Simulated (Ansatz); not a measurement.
ZrS2:
```
ZrS2
1.0
    3.68035     0.00000     0.00000
   -1.84018     3.18728     0.00000
    0.00000     0.00000     5.93342
Zr S
1 2
Direct
  0.00000   0.00000   0.00000
  0.33333   0.66667   0.24241
  0.66667   0.33333   0.75759
```

Relaxed with r²SCAN+D4.

**Question.** Give the Bader charges and basin volumes of the independent atoms, r²SCAN+D4 in the plane-wave PAW code Ansatz.

**Answer.** 

```
atom  Bader charge (e)  Bader volume (Å³)
----  ----------------  -----------------
Zr1              +2.20               12.3
S2               -1.10               28.7
```

Space group P-3m1 (CdI2 type). Symmetry was held in the r²SCAN+D4 relaxation. The run is not spin-polarised.

Potentials: the later of the program's two PAW sets.
